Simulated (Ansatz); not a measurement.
One crystal and one scan (frozen-phonon scan) at two levels, PBE (plane waves to 420 eV, PAW, scalar-relativistic; Ansatz, an electronic-structure program) and r2SCAN (plane waves to 500 eV, PAW, scalar-relativistic; Ansatz), each from its own relaxed cell and on its own mesh. The cell shown is that of PBE.

Starting cell, LiF (rock salt):

```yaml
crystal:
  lattice:
    - [0.00000, 4.06787, 4.06787]
    - [2.03393, 0.00000, 2.03393]
    - [2.03393, 2.03393, 0.00000]
  atoms:
    - { symbol: F, position: [0.00000, 0.00000, 0.00000] }
    - { symbol: F, position: [0.50000, 0.00000, 0.00000] }
    - { symbol: Li, position: [0.25000, 0.50000, 0.50000] }
    - { symbol: Li, position: [0.75000, 0.50000, 0.50000] }
```

The atoms are displaced by Q × the pattern below (from a DFPT mode at L = (0.5, 0.0, 0.0), largest move 1; Q in Å), at fixed cell. It is one choice among 2 degenerate patterns. (q is in reciprocal vectors of the primitive cell; the cell shown is doubled to hold the pattern.)

| atom | x | y | z |
|---|---|---|---|
| Li3 | -0.285 | 0.520 | -0.805 |
| Li4 | 0.285 | -0.520 | 0.805 |

Atoms not listed stay in place.

LiF was relaxed with its symmetry unable to fall. Both scans cover Q from -0.180 to 0.180 Å.

ΔE (meV/cell), each from the undisplaced structure of its own level:

| Q (Å) | PBE | r2SCAN |
|---|---|---|
| -0.180 | 57.0 | 76.7 |
| -0.150 | 39.2 | 52.9 |
| -0.120 | 25.0 | withheld |
| -0.090 | 14.0 | 18.8 |
| -0.060 | 6.2 | 8.3 |
| -0.030 | 1.5 | 2.1 |
| 0.000 | 0.0 | 0.0 |
| 0.030 | 1.5 | 2.1 |
| 0.060 | 6.2 | 8.3 |
| 0.090 | 14.0 | 18.8 |
| 0.120 | 25.0 | withheld |
| 0.150 | 39.2 | 52.9 |
| 0.180 | 57.0 | 76.7 |

Problem. Estimate the r2SCAN value at -0.120 from the PBE value there and the ratio of the two levels in the two nearest given rows on that side of the minimum.

Solution. At -0.150 and -0.090 the ratio r2SCAN/PBE averages 1.346, which gives 1.346 × 25.0 = 33.7 meV/cell. The calculation gives 33.6 meV/cell, +34.4 % against PBE.

(A displaced cell: forces are minus the slopes of the energy, force constants its curvatures, and phonons follow from these.)
